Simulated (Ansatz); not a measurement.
Yb (fcc, Cu type)

Space group Fm-3m (No. 225); a = b = c = 5.198 Å, α = β = γ = 90.00°

```tsv
atom	site	symmetry	x	y	z
Yb	4a	m-3m	0.0000	0.0000	0.0000
```
(The calculation used a cell of 1 atom; values per cell refer to that cell.)

Two coordinates are scanned: the volume, and the ratio of the stretch along z (the conventional c axis) to the stretch across it. Atoms keep their fractional coordinates.

Computed with r2SCAN (plane waves to 500 eV, PAW, scalar-relativistic; Ansatz, a quantum-chemistry and plane-wave program). k mesh 15×15×15 (Γ-centred), Fermi-Dirac smearing 0.05 eV. Compression counts positive. With partly filled bands, the response to shear is sensitive to the k mesh, so small differences along c/a are uncertain. The PAW data are Ansatz's earlier set. The relaxed volume of Yb is well below the measured one. Yb is run without spin polarisation. Yb was relaxed with its symmetry unable to fall. The f-shell state is unchecked: a lower one may exist. 

Task: Estimate the σxx (GPa) for all points of the grid V/V₀ = 0.920, 0.947, 0.973, 1.000, 1.027, 1.053, 1.080 by (c/a)/(c/a)₀ = 0.880, 0.920, 0.960, 1.000, 1.040, 1.080, 1.120.

Result: σxx (GPa), with V/V₀ across and (c/a)/(c/a)₀ down:

```csv
(c/a)/(c/a)₀ \ V/V₀,0.920,0.947,0.973,1.000,1.027,1.053,1.080
0.880,1.9,1.1,0.4,-0.2,-0.7,-1.2,-1.6
0.920,1.9,1.2,0.5,-0.1,-0.6,-1.1,-1.5
0.960,2.0,1.2,0.5,0.0,-0.6,-1.0,-1.4
1.000,1.9,1.2,0.6,0.0,-0.5,-1.0,-1.4
1.040,2.0,1.3,0.7,0.1,-0.4,-0.9,-1.3
1.080,2.0,1.4,0.7,0.2,-0.3,-0.7,-1.1
1.120,2.2,1.5,0.9,0.3,-0.2,-0.6,-1.0
```

(A scan under strain: stresses follow from slopes of the energy per volume, elastic moduli from its curvatures.)
